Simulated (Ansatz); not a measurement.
Clean, relaxed (110) surface of Al2Cu, space group I4/mcm (No. 140) (top face towards +c; atoms held fixed, by place in the list: 1, 2, 3, 4):

```yaml
crystal:
  lattice:
    - [4.82785, 0.00000, 0.00000]
    - [-2.41392, 4.23776, 0.00000]
    - [0.00000, 0.00000, 22.77488]
  atoms:
    - { symbol: Al, position: [0.75000, 0.50000, 0.37322] }
    - { symbol: Cu, position: [0.75000, 0.00000, 0.40696] }
    - { symbol: Cu, position: [0.25000, 0.00000, 0.40696] }
    - { symbol: Al, position: [0.25000, 0.50000, 0.44071] }
    - { symbol: Al, position: [0.90876, 0.81752, 0.49856] }
    - { symbol: Al, position: [0.59124, 0.18248, 0.49856] }
    - { symbol: Al, position: [0.25000, 0.50000, 0.56224] }
    - { symbol: Cu, position: [0.25000, 0.00000, 0.59169] }
    - { symbol: Cu, position: [0.75000, 0.00000, 0.59169] }
    - { symbol: Al, position: [0.75000, 0.50000, 0.61569] }
```

Level of theory: DFT PBEsol, scalar-relativistic, plane waves, PAW in Ansatz 0.2.0. Plane waves to 420 eV, a k mesh through Γ of 7×7×1 on the computed 10-atom cell and Gaussian smearing (0.10 eV); no spin polarisation. A dipole correction removes the field between periodic images along c.

HF is adsorbed on the top face, one adsorbate per 20.5 Å², and relaxed from 3 starting sites (fractions of a and b). E_ads counts from the clean slab and the free adsorbate (spin-polarised where it has unpaired electrons); negative means bound. Heights count from the highest slab atom after relaxation. Δφ is the top face's. Δp counts per cell along +c. Bonded neighbours lie within 1.25 times the sum of covalent radii (1.35 for H) and, on that scale, within 12 % of the closest. With the adsorbate the cell is lengthened along c to keep the vacuum.

```
                            start ends at E_ads (eV) height (Å) shortest contact  Δφ (eV)  Δp (e·Å) whole?
         top (Al) at (0.75, 0.50) (0.72, 0.66), 1 bonded neighbour (Al)       -0.34        1.93       F–Al 2.12 Å    -0.04    +0.005     yes
hollow (Cu-Cu-Al) at (0.92, 0.83) (0.84, 0.68), 1 bonded neighbour (Al)       -0.33        1.98       F–Al 2.13 Å    -0.05    +0.007     yes
   bridge (Cu-Cu) at (0.00, 0.00) (0.94, 0.66), 1 bonded neighbour (Al)       -0.34        1.94       F–Al 2.12 Å    -0.04    +0.006     yes
```

Among the sites tried, the lowest end comes from the bridge (Cu-Cu) at (0.00, 0.00) start; the top (Al) at (0.75, 0.50) and the hollow (Cu-Cu-Al) at (0.92, 0.83) starts ended within 0.02 eV of it, though not always at the same place; other sites may lie lower.

Each end is the local minimum or symmetric point that its start leads to. The slab is only 5.8 Å thick, so the energies aren't converged with thickness.